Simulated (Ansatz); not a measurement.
Input file for Ansatz (a program for electronic structure):

Ansatz 0.2 input:
```yaml
crystal:
  lattice:
    - [5.0353328407, 0.0, 0.0]
    - [-2.5176664204, 4.3607261566, 0.0]
    - [0.0, 0.0, 8.5658949518]
  atoms:
    - { symbol: Si, position: [0.6666666667, 0.3333333333, 0.9370512548] }
    - { symbol: Si, position: [0.3333333333, 0.6666666667, 0.4370512548] }
    - { symbol: Si, position: [0.6666666667, 0.3333333333, 0.5629487452] }
    - { symbol: Si, position: [0.3333333333, 0.6666666667, 0.0629487452] }
    - { symbol: O, position: [0.0, 0.4130373862, 0.0] }
    - { symbol: O, position: [0.5869626138, 0.0, 0.5] }
    - { symbol: O, position: [0.5869626138, 0.5869626138, 0.0] }
    - { symbol: O, position: [0.0, 0.5869626138, 0.5] }
    - { symbol: O, position: [0.4130373862, 0.0, 0.0] }
    - { symbol: O, position: [0.4130373862, 0.4130373862, 0.5] }
    - { symbol: O, position: [0.6666666667, 0.3333333333, 0.75] }
    - { symbol: O, position: [0.3333333333, 0.6666666667, 0.25] }
kpoints:
  mp_grid: { grid: [4, 4, 2] }
hamiltonian:
  xc: hse06
  pseudopotentials: { azcp: { folder: ./paw }, kind: paw }
scf:
  n_extra_bands: 12
  occupations: { method: fixed }
output:
  eigenvalues: true
  eigenstates:
    e_range: [-9.0, 17.3]
    kpoints:
      - [0.0, 0.0, 0.1875]  # VBM
      - [0.0, 0.0, 0.0]  # CBM
      - [0.0, 0.0, 0.0]  # GAMMA
      - [0.0, 0.0, 0.5]  # A
      - [0.3333333333, 0.3333333333, 0.0]  # K
      - [0.3333333333, 0.3333333333, 0.5]  # H
      - [0.5, 0.0, 0.0]  # M
      - [0.5, 0.0, 0.5]  # L
```

Output (shortened):

```
Pseudopotential: Si, paw, valence charge 4
Pseudopotential: O, paw, valence charge 6
Functional definition: HSE06
davidson cushion auto → on  (no smearing: the cushion is to keep the highest requested band from converging to the state above it …
Crystal: 12 atoms, lattice volume = 188.087 Å³
Basis set: ecut = 420 eV, 3719 PW (Γ)
Bands: 44, of which v1, the nominal top of the filled ones, is band 32 counted from 1 (31 counted from 0)
Symmetry: 12 space group operations
Space group: P6322 (ITA 182), of the structure as read, at distance tolerance 5.7e-5 Å
k-points: 8 of 32
SCF iter   1: F=—  HF=-7103.570365 eV  |F-HF|=—  |Δ(HF+E_count)|=         —  Δρ=1.24e-1  dr2=2.60e1  ethr=1.00e-1  ⟨swp⟩=5.1  Hψ=1326  notcnv=0
preconditioner: auto → none
SCF iter   2: F=—  HF=-7097.097660 eV  |F-HF|=—  |Δ(HF+E_count)|=    6.47e0  Δρ=6.34e-2  dr2=3.18e0  ethr=4.07e-2  ⟨swp⟩=3.4  Hψ=1032  notcnv=0  defer=1
iter 3 solved again at ethr=4.81e-4 eV; its pass at ethr=4.97e-3 eV (dr2=3.08e-1 eV) is discarded
SCF iter   3: F=—  HF=-7096.313622 eV  |F-HF|=—  |Δ(HF+E_count)|=   7.84e-1  Δρ=1.97e-2  dr2=3.12e-1  ethr=4.81e-4  ⟨swp⟩=3.4  Hψ=1769  notcnv=0  defer=1
SCF iter   4: F=—  HF=-7096.345641 eV  |F-HF|=—  |Δ(HF+E_count)|=   3.20e-2  Δρ=2.40e-3  dr2=7.34e-3  ethr=4.81e-4  ⟨swp⟩=4.0  Hψ=898  notcnv=0
SCF iter   5: F=-7096.343781 eV  HF=-7096.344919 eV  |F-HF|=1.14e-3  |Δ(HF+E_count)|=   7.22e-4  Δρ=9.90e-4  dr2=1.89e-3  ethr=1.15e-5  ⟨swp⟩=4.2  Hψ=1086  notcnv=0
SCF 1 stopped early in 5 iterations: F = -7096.343781 eV  dr2 = 1.89e-3
Crystal: 12 atoms, lattice volume = 188.087 Å³
Exchange kernel: α = 0.2500, screened, ω = 0.2079 Å⁻¹, Wigner–Seitz truncation, v(0) = 1043.1719 eV·Å³, q-mesh 4×4×2, nearest image of the exchange supercell L …
Frozen-core exchange: fock
SCF iter   1: F=—  HF=-7097.773663 eV  |F-HF|=—  |Δ(HF+E_count)|=         —  Δρ=6.32e-3  dr2=6.63e-2  ethr=2.95e-5  ⟨swp⟩=7.8  Hψ=1688  notcnv=0
preconditioner: auto → none
SCF iter   2: F=—  HF=-7097.751377 eV  |F-HF|=—  |Δ(HF+E_count)|=   2.23e-2  Δρ=2.26e-3  dr2=1.05e-2  ethr=2.95e-5  ⟨swp⟩=3.2  Hψ=940  notcnv=0
SCF iter   3: F=—  HF=-7097.767163 eV  |F-HF|=—  |Δ(HF+E_count)|=   1.58e-2  Δρ=8.60e-4  dr2=1.23e-3  ethr=1.34e-5  ⟨swp⟩=4.0  Hψ=1150  notcnv=0
SCF iter   4: F=—  HF=-7097.767000 eV  |F-HF|=—  |Δ(HF+E_count)|=   1.63e-4  Δρ=4.35e-4  dr2=2.67e-4  ethr=1.73e-6  ⟨swp⟩=3.8  Hψ=1044  notcnv=0
SCF iter   5: F=—  HF=-7097.767220 eV  |F-HF|=—  |Δ(HF+E_count)|=   2.20e-4  Δρ=2.29e-4  dr2=5.68e-5  ethr=3.88e-7  ⟨swp⟩=4.6  Hψ=1136  notcnv=0
SCF iter   6: F=-7097.767198 eV  HF=-7097.767200 eV  |F-HF|=2.36e-6  |Δ(HF+E_count)|=   2.01e-5  Δρ=5.58e-5  dr2=4.76e-6  ethr=8.69e-8  ⟨swp⟩=3.0  Hψ=853  notcnv=0
SCF 2 stopped early in 6 iterations: F = -7097.767198 eV  dr2 = 4.76e-6
hybrid outer 1: dexx = +2.183e-2 eV, tail = 4.62e-5 eV
Crystal: 12 atoms, lattice volume = 188.087 Å³
Exchange kernel: α = 0.2500, screened, ω = 0.2079 Å⁻¹, Wigner–Seitz truncation, v(0) = 1043.1719 eV·Å³, q-mesh 4×4×2, nearest image of the exchange supercell L …
Frozen-core exchange: fock
SCF iter   1: F=—  HF=-7097.767489 eV  |F-HF|=—  |Δ(HF+E_count)|=         —  Δρ=7.55e-5  dr2=5.65e-6  ethr=3.61e-7  ⟨swp⟩=3.4  Hψ=833  notcnv=0
preconditioner: auto → none
iter 2 solved again at ethr=5.08e-10 eV; its pass at ethr=8.37e-9 eV (dr2=3.25e-7 eV) is discarded
SCF iter   2: F=—  HF=-7097.767489 eV  |F-HF|=—  |Δ(HF+E_count)|=   1.63e-7  Δρ=1.92e-5  dr2=4.00e-7  ethr=5.08e-10  ⟨swp⟩=2.2  Hψ=1989  notcnv=0
SCF iter   3: F=-7097.767489 eV  HF=-7097.767489 eV  |F-HF|=2.85e-8  |Δ(HF+E_count)|=   6.59e-7  Δρ=6.42e-6  dr2=3.66e-8  ethr=5.08e-10  ⟨swp⟩=5.9  Hψ=1163  notcnv=0  defer=3
SCF 3 converged in 3 iterations: F = -7097.767489 eV  dr2 = 3.66e-8
hybrid outer 2: dexx = +6.272e-7 eV, tail = 9.35e-8 eV, Δε = 1.90e-3 eV (about 1.01e-4 eV left of the loop's levels)
the search or the solves at the SCF's close seem to have found levels that the self-consistency loop had missed (the run counts 1) …
NSCF: frozen V_eff on 8 k-points
hybrid SCF converged: 2 outer / 9 inner (+5 warm-up), last move |dexx| = 6.27e-7 eV, tail = 9.35e-8 eV
Stability not checked (fock_operator)
Free energy (F): -7097.767489 eV
Frozen-core exchange: fock
Harris-Foulkes:  -7097.767489 eV  (|F-HF|=2.85e-8)
Internal energy: -7097.767489 eV  (E = F + TS)
E sigma→0 (E₀):  -7097.767489 eV
Fermi energy:    -0.663351 eV
--- Per-component energies (eV) ---
  E_band       = -517.709561
  E_kinetic    = 1566.715124
  E_local      = -4896.588220  (includes V_loc(G=0)·N_el)
  E_nonlocal   = 496.023612
  E_hartree    = 1867.433240
  E_xc         = -647.122518
  E_vxc        = -742.165466  (∫ρ·V_xc dr)
  E_exx        = -184.563744  (= α·E_x^exact, valence–valence)
  E_paw        = -3333.443619  (= ΣΔE_a)
  E_vpaw       = -307.438765  (= ΣTr[D̂ρ^β])
  E_aug_tail   = 0.006653  (compensation charges beyond the density's cutoff)
  E_ewald      = -1965.778272
  E_core_change = -0.449744  (= ΣΔE_core)
  E_smearing   =  0.000000  (= −TS)
  E_closure    =  0.000000  (closes the sum)
  Σ components = -7097.767489   (vs F -7097.767489, Δ=0.00e0)
  [band-id]    e_kinetic+e_local+e_nonlocal+2·e_hartree+e_vxc+2·e_exx+e_vpaw+e_augmentation_tail = -517.708070   (vs E_band -517.709561, Δ=1.49e-3)
--- Band table (eV; the first three rows and the last of 8) ---
  k-point 0: bands = ["-21.6321", "-21.2064", "-20.1553", "-19.4820", "-19.4598", "-19.4598", "-19.4484", "-19.4484", "-10.8002", "-9.4652", "-7.4368", "-6.6853", "-6.6472", "-6.6472", "-6.4395", "-6.4395", "-3.8388", "-3.3937", "-3.3937", "-2.9987", …
  k-point 1: bands = ["-21.4590", "-21.4590", "-19.7830", "-19.7830", "-19.4561", "-19.4561", "-19.4522", "-19.4522", "-10.2299", "-10.2299", "-6.9603", "-6.9603", "-6.6493", "-6.6493", "-6.4338", "-6.4338", "-3.2880", "-3.2880", "-3.2778", "-3.2778", …
  k-point 2: bands = ["-21.4623", "-21.0190", "-20.3575", "-19.7280", "-19.4917", "-19.4838", "-19.4746", "-19.4614", "-10.3757", "-9.0554", "-7.9563", "-6.8637", "-6.6074", "-6.4200", "-6.2357", "-6.1799", "-3.8554", "-3.5408", "-3.3791", "-3.2184", …
  k-point 7: bands = ["-21.0380", "-21.0380", "-20.3078", "-20.3078", "-19.4960", "-19.4960", "-19.4879", "-19.4879", "-9.3770", "-9.3770", "-7.6768", "-7.6768", "-6.2538", "-6.2538", "-6.0830", "-6.0830", "-3.7866", "-3.7866", "-3.5817", "-3.5817", …
```

Cost: very roughly 2.6 core-minutes on shared cores.

The points marked VBM and CBM come from a semilocal run.

Space group P6_322. The first step of the workflow began from a Materials Project structure, measured or hypothetical; the Crystallography Open Database copy checked does not list it. It is not the phase usual at ambient conditions (space group No. 92, 152, 154). Symmetry was held in the r²SCAN relaxation. At this level the phase is dynamically unstable (imaginary phonons).

Potentials: the earlier of the program's two PAW sets.

Ansatz is a plane-wave DFT program.
